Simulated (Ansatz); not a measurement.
**Structures of Ba3O2: which is lowest?**

Plane-wave DFT in Ansatz with scalar-relativistic PAW potentials, cutoff 420 eV, Γ-centred meshes chosen by cell and gap, Gaussian smearing with energies taken to zero width. Every cell was relaxed (cell and atoms) in a run of its own, within the symmetry of its start. Functional: PBE.

Relaxed structures (starts from databases or built by putting these elements on another compound's sites):
A. P4/mbm, 10 atoms in the computed cell, a = 8.243 Å, c = 4.508 Å; sites (symmetry × multiplicity) Ba 4/m.. × 2 + m.2m × 4, O m.2m × 4; start: built
B. P-3m1, 5 atoms in the computed cell, a = 3.975 Å, c = 10.427 Å; sites (symmetry × multiplicity) Ba -3m. × 1 + 3m. × 2, O 3m. × 2; start: built

Rank them by energy. Could pressure change the order?

| structure | group | E − E(lowest) (meV/atom) | V (Å³/atom) | gap on mesh (eV) |
| --- | --- | --- | --- | --- |
| B | P-3m1 | 0.0 | 28.54 | 0.00 |
| A | P4/mbm | 318 | 30.63 | 0.00 |

B is lowest, 318 meV/atom under A. The lowest is also the densest of these, so pressure wouldn't bring one of the others in at first order. Other structures may lie lower than all of these, and vibrations aren't counted.

Spin-orbit coupling is left out, which matters for the bands of heavy elements. Spin polarisation was left out, and a magnetic state may lie lower.